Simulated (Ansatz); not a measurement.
Input and command of a calculation in Ansatz (plane waves; scalar-relativistic PAW potentials unless the input names others):

```yaml
crystal:
  lattice:
    - [4.164982831, 0.0, 0.0]
    - [-2.0824914155, 3.6069809379, 0.0]
    - [0.0, 0.0, 2.5364437044]
  atoms:
    - { symbol: Al, position: [0.0, 0.0, 0.0] }
    - { symbol: Fe, position: [0.3333333333, 0.6666666667, 0.5], spin: 2.88 }
    - { symbol: Fe, position: [0.6666666667, 0.3333333333, 0.5], spin: 2.88 }
basis:
  ecutwfc: 500
kpoints:
  mp_grid: { grid: [1, 1, 1] }
hamiltonian:
  xc: r2scan
scf:
  occupations: { method: gaussian, width: 0.1 }
  max_iter: 50
output:
  forces: true
  eigenvalues: true
  stress: true
magnetization:
  spin_polarized: true
```

```bash
ansatz run input.yaml --threads 1 --pin off --max-ram 2560MiB --backend cpu --events-out ev --progress --plain --runs-dir out
```

Abridged log:
```
Basis set: ecut = 500 eV, 963 PW (Γ), exchange–correlation on 128×128×80 points (64 copies of the dense FFT grid, shifted against one another)
Bands: 25, of which v1, the nominal top of the filled ones, is band 18 counted from 1 (17 counted from 0)
Symmetry: 24 space group operations
k-points: 1
SCF iter   1: F=—  HF=-9513.030840 eV  |F-HF|=—  |Δ(HF+E_count)|=         —  Δρ=7.35e-2 (↑6.03e-2 ↓7.35e-2) dr2=2.59e0  dr2_τ=3.75e-2  dr2_m=7.04e-1  M=4.817 μB ∫|m|=5.448 μB  β_m=1.00  ethr=3.10e-3  ⟨swp⟩=6.0  Hψ=220  notcnv=0
Mixer restart at iter 1: flushing history
SCF iter   2: F=—  HF=-9513.208627 eV  |F-HF|=—  |Δ(HF+E_count)|=   1.78e-1  Δρ=2.54e-2 (↑2.25e-2 ↓2.54e-2) dr2=7.94e-1  dr2_τ=3.72e-3  dr2_m=9.97e-3  M=4.679 μB ∫|m|=5.463 μB  β_m=1.00  ethr=3.10e-3  ⟨swp⟩=2.0  Hψ=115  notcnv=0  defer=1  κ⁻¹=1.0e0(r=1)
SCF iter   3: F=—  HF=-9514.042261 eV  |F-HF|=—  |Δ(HF+E_count)|=   8.34e-1  Δρ=1.63e-2 (↑1.54e-2 ↓1.63e-2) dr2=2.43e-1  dr2_τ=1.05e-3  dr2_m=2.24e-3  M=4.772 μB ∫|m|=5.443 μB  β_m=1.00  ethr=2.27e-3  ⟨swp⟩=3.5  Hψ=79  notcnv=0  defer=1  κ⁻¹=6.2e-2(r=2)
SCF iter   4: F=—  HF=-9514.878543 eV  |F-HF|=—  |Δ(HF+E_count)|=         —  Δρ=1.24e-2 (↑1.24e-2 ↓8.57e-3) dr2=7.06e-2  dr2_τ=4.01e-4  dr2_m=8.13e-3  M=5.000 μB ∫|m|=5.430 μB  β_m=1.00  ethr=6.94e-4  ⟨swp⟩=3.0  Hψ=91  notcnv=0  defer=1
Mixer restart at iter 4: flushing history
SCF iter   5: F=—  HF=-9515.226418 eV  |F-HF|=—  |Δ(HF+E_count)|=   3.48e-1  Δρ=7.13e-2 (↑1.63e-2 ↓7.13e-2) dr2=2.05e0  dr2_τ=1.17e-2  dr2_m=3.76e-1  M=4.090 μB ∫|m|=4.622 μB  β_m=1.00  ethr=1.43e-4  ⟨swp⟩=2.5  Hψ=116  notcnv=0  defer=1
SCF iter   6: F=—  HF=-9515.112755 eV  |F-HF|=—  |Δ(HF+E_count)|=   1.14e-1  Δρ=1.10e-2 (↑1.10e-2 ↓9.78e-3) dr2=5.86e-2  dr2_τ=3.33e-3  dr2_m=1.78e-3  M=4.210 μB ∫|m|=4.656 μB  β_m=1.00  ethr=1.43e-4  ⟨swp⟩=3.0  Hψ=134  notcnv=0  defer=1  κ⁻¹=1.0e0(r=1)
SCF iter   7: F=—  HF=-9515.149737 eV  |F-HF|=—  |Δ(HF+E_count)|=   3.70e-2  Δρ=1.83e-2 (↑1.06e-2 ↓1.83e-2) dr2=7.13e-2  dr2_τ=8.71e-4  dr2_m=4.82e-2  M=3.839 μB ∫|m|=4.412 μB  β_m=1.00  ethr=1.43e-4  ⟨swp⟩=2.0  Hψ=94  notcnv=0  defer=1  κ⁻¹=3.0e-3(r=2)
SCF iter   8: F=—  HF=-9515.134195 eV  |F-HF|=—  |Δ(HF+E_count)|=   1.55e-2  Δρ=1.38e-2 (↑8.02e-3 ↓1.38e-2) dr2=4.80e-2  dr2_τ=4.84e-4  dr2_m=2.60e-2  M=4.116 μB ∫|m|=4.585 μB  β_m=1.00  ethr=1.43e-4  ⟨swp⟩=1.0  Hψ=50  notcnv=0  defer=1  κ⁻¹=3.0e-4(r=3)
   ...
SCF iter   2: F=—  HF=-9515.793070 eV  |F-HF|=—  |Δ(HF+E_count)|=   1.93e-1  Δρ=2.22e-3 (↑2.22e-3 ↓2.00e-3) dr2=2.88e-3  dr2_τ=7.84e-5  dr2_m=4.91e-4  M=3.000 μB ∫|m|=4.065 μB  ethr=4.98e-6  ⟨swp⟩=1.5  Hψ=269  notcnv=0
SCF iter   3: F=—  HF=-9515.793633 eV  |F-HF|=—  |Δ(HF+E_count)|=   5.63e-4  Δρ=2.25e-4 (↑2.25e-4 ↓1.92e-4) dr2=1.18e-5  dr2_τ=5.58e-7  dr2_m=8.04e-6  M=3.000 μB ∫|m|=4.070 μB  ethr=2.86e-6  ⟨swp⟩=1.0  Hψ=135  notcnv=0
SCF iter   4: F=—  HF=-9515.793675 eV  |F-HF|=—  |Δ(HF+E_count)|=   4.23e-5  Δρ=2.79e-5 (↑2.79e-5 ↓1.74e-5) dr2=3.62e-7  dr2_τ=9.20e-9  dr2_m=5.36e-8  M=3.000 μB ∫|m|=4.071 μB  ethr=1.06e-7  ⟨swp⟩=1.0  Hψ=127  notcnv=0
SCF iter   5: F=—  HF=-9515.793675 eV  |F-HF|=—  |Δ(HF+E_count)|=   2.69e-7  Δρ=7.64e-6 (↑7.64e-6 ↓6.65e-6) dr2=3.50e-8  dr2_τ=3.42e-10  dr2_m=1.26e-9  M=3.000 μB ∫|m|=4.071 μB  ethr=2.86e-10  ⟨swp⟩=2.0  Hψ=139  notcnv=0
SCF iter   6: F=-9515.793675 eV  HF=-9515.793675 eV  |F-HF|=4.74e-9  |Δ(HF+E_count)|=   6.12e-9  Δρ=2.55e-6 (↑2.55e-6 ↓2.42e-6) dr2=5.87e-9  dr2_τ=2.31e-11  dr2_m=1.75e-10  M=3.000 μB ∫|m|=4.071 μB  ethr=1.90e-10  ⟨swp⟩=1.0  Hψ=130  notcnv=0
SCF iter   7: F=-9515.793675 eV  HF=-9515.793675 eV  |F-HF|=4.77e-9  |Δ(HF+E_count)|=  9.09e-12  Δρ=2.57e-6 (↑2.57e-6 ↓2.44e-6) dr2=5.91e-9  dr2_τ=2.50e-11  dr2_m=1.76e-10  M=3.000 μB ∫|m|=4.071 μB  ethr=1.68e-11  ⟨swp⟩=1.0  Hψ=143  notcnv=0
SCF 2 converged in 7 iterations: F = -9515.793675 eV  dr2 = 5.91e-9
Initial wavefunctions: those read from a saved state, or passed on in memory by an earlier step or the calling program
SCF iter   1: F=-9515.793675 eV  HF=-9515.793675 eV  |F-HF|=4.78e-9  |Δ(HF+E_count)|=         —  Δρ=2.57e-6 (↑2.57e-6 ↓2.43e-6) dr2=5.90e-9  dr2_τ=2.54e-11  dr2_m=1.77e-10  M=3.000 μB ∫|m|=4.071 μB  β_m=1.20  ethr=1.68e-11  ⟨swp⟩=1.0  Hψ=226  notcnv=0
SCF iter   2: F=-9515.793675 eV  HF=-9515.793675 eV  |F-HF|=2.30e-9  |Δ(HF+E_count)|=  6.91e-11  Δρ=1.38e-6 (↑1.38e-6 ↓1.34e-6) dr2=2.88e-9  dr2_τ=1.01e-11  dr2_m=2.91e-11  M=3.000 μB ∫|m|=4.071 μB  ethr=1.68e-11  ⟨swp⟩=3.5  Hψ=129  notcnv=0
SCF 3 converged in 2 iterations: F = -9515.793675 eV  dr2 = 2.88e-9
at 3 of the mixer's solves, all of them in the SCFs whose states led to this one, it left a direction of its history that read negative out of its fit and stepped the other way along it
SCF converged after 2 iterations
Magnetization: 3.0000 μB (19.0000 up, 16.0000 down)
Absolute magnetization: 4.0719 μB (∫|ρ↑−ρ↓|, with the PAW one-centre terms)
Spin contamination: 0.1561 ħ² per cell (⟨S²⟩ above its minimum at these occupations)
Per-site moments (μB) at R_I (Å): [(-0.12275032, 1.04628302), (1.74235962, 0.99191975), (1.74235962, 0.99191975)]
Free energy (F): -9515.793675 eV
Harris-Foulkes:  -9515.793675 eV  (|F-HF|=2.30e-9)
Internal energy: -9515.793675 eV  (E = F + TS)
E sigma→0 (E₀):  -9515.793675 eV
Fermi energy:    17.021529 eV
--- Forces (eV/Å), atoms counted from 1 ---
  atom   1  Al     0.00000000     0.00000000     0.00000000
  atom   2  Fe     0.91121426     0.52608980     0.00000000
  atom   3  Fe    -0.91121426    -0.52608980     0.00000000
--- Stress (GPa, compression-positive) ---
       11.885919       1.125637       0.000000
        1.125637      10.586145       0.000000
        0.000000       0.000000     -76.551675
  P = ⅓ Tr σ = -18.0265 GPa (-180.265 kbar)
```

Problem. Find the fault.

Solution. The fault is one k-point for a small cell (kpoints.mp_grid.grid: [12, 12, 16] → [1, 1, 1], the first being the value of the sound run). Setting it back cures it. The run converged all the same, with an energy at zero smearing 1.1 eV/atom below the reference's, pressure -18.03 GPa, largest force 1.052 eV/Å, gap on the mesh 1.00 eV, so convergence alone doesn't show that an input is right. A reference run on usual settings, whose relaxation ended at this geometry, converged, and the end of its own relaxation has pressure 0.01 GPa, largest force 0.000 eV/Å, no gap on the mesh.

Time: 18 s on 1 thread of Arm Neoverse V1, on a shared host, peak memory 0.36 GiB.